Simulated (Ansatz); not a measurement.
Here is the system:

Ti$_{3}$AlN:
```cif
data_AlNTi3
_chemical_formula_sum 'Ti3 Al1 N1'
_space_group_name_H-M_alt 'P 1'
_space_group_IT_number 1
_cell_length_a 4.05044
_cell_length_b 4.05044
_cell_length_c 4.05044
_cell_angle_alpha 90.000
_cell_angle_beta 90.000
_cell_angle_gamma 90.000
loop_
_space_group_symop_operation_xyz
  'x, y, z'
loop_
_atom_site_label
_atom_site_type_symbol
_atom_site_fract_x
_atom_site_fract_y
_atom_site_fract_z
_atom_site_occupancy
Ti1 Ti 0.50000 0.00000 0.50000 1
Ti2 Ti 0.00000 0.50000 0.50000 1
Ti3 Ti 0.50000 0.50000 0.00000 1
Al1 Al 0.00000 0.00000 0.00000 1
N1 N 0.50000 0.50000 0.50000 1
```

This is the LDA-relaxed structure.

Problem. All from DFT-LDA in the program Ansatz with PAW potentials, unless another level is named. Predict the electronic character.

Solution. metallic (no gap).

Problem. And the formation energy from the elements (no fitted shifts)?

Solution. -1.12 eV/atom.

Problem. Give the density of states at the Fermi level.

Solution. 0.63 states/eV per atom (mean over ±0.08 eV).

Space group Pm-3m (anti-perovskite). The first step of the workflow began from a Materials Project structure, measured or hypothetical; the Crystallography Open Database copy checked does not list it. Its standing as an ambient phase is unchecked. The cell was relaxed with LDA under the symmetry of its start; its stability against distortions is not shown here. The run is not spin-polarised. The references are the lowest solids computed at this level, not always the standard phases (solids in place of the gases).

Potentials: the later of the program's two PAW sets.
